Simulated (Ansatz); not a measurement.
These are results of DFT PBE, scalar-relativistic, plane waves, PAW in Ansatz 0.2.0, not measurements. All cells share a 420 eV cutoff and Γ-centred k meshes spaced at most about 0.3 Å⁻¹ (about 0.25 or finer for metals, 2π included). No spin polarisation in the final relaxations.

All energies are static (0 K, no zero-point motion).

Compare these two cells of SrAg2B2, each relaxed at this level.

1.

```cif
data_structure
_symmetry_space_group_name_H-M 'I4/mmm'
_symmetry_Int_Tables_number 139
_cell_length_a 3.0980
_cell_length_b 3.0980
_cell_length_c 16.5799
_cell_angle_alpha 90.000
_cell_angle_beta 90.000
_cell_angle_gamma 90.000
_cell_volume 159.13
loop_
_atom_site_label
_atom_site_type_symbol
_atom_site_symmetry_multiplicity
_atom_site_Wyckoff_symbol
_atom_site_fract_x
_atom_site_fract_y
_atom_site_fract_z
_atom_site_occupancy
Sr1 Sr 2 a 0.00000 0.00000 0.00000 1
Ag1 Ag 4 e 0.50000 0.50000 0.31291 1
B1 B 4 e 0.00000 0.00000 0.37443 1
```

2.

```cif
data_structure
_symmetry_space_group_name_H-M 'I4/mmm'
_symmetry_Int_Tables_number 139
_cell_length_a 4.2031
_cell_length_b 4.2031
_cell_length_c 9.7429
_cell_angle_alpha 90.000
_cell_angle_beta 90.000
_cell_angle_gamma 90.000
_cell_volume 172.12
loop_
_atom_site_label
_atom_site_type_symbol
_atom_site_symmetry_multiplicity
_atom_site_Wyckoff_symbol
_atom_site_fract_x
_atom_site_fract_y
_atom_site_fract_z
_atom_site_occupancy
Sr1 Sr 2 a 0.00000 0.00000 0.00000 1
Ag1 Ag 4 e 0.00000 0.00000 0.33744 1
B1 B 4 d 0.00000 0.50000 0.25000 1
```

**Question.** Which is lower in energy, and by how much?

**Answer.** Cell 2 is lower, by 261 meV/atom. Cell 1 has space group I4/mmm (No. 139), 15.9 Å³/atom and no gap on its mesh; cell 2 has space group I4/mmm (No. 139), 17.2 Å³/atom and no gap. Counting B atoms around Ag and Sr (those within 1.25 times the shortest such distance or 1.15 times the sum of covalent radii), cell 1 and cell 2 both have Sr 8, Ag 4. The lower one is the more open, so pressure narrows the difference. Even the lower one lies +0.56 eV/atom against the reference forms of the elements (uncorrected), so neither is stable at this level. Both come from invented guesses.

Cells relaxed within their symmetry can be saddle points.
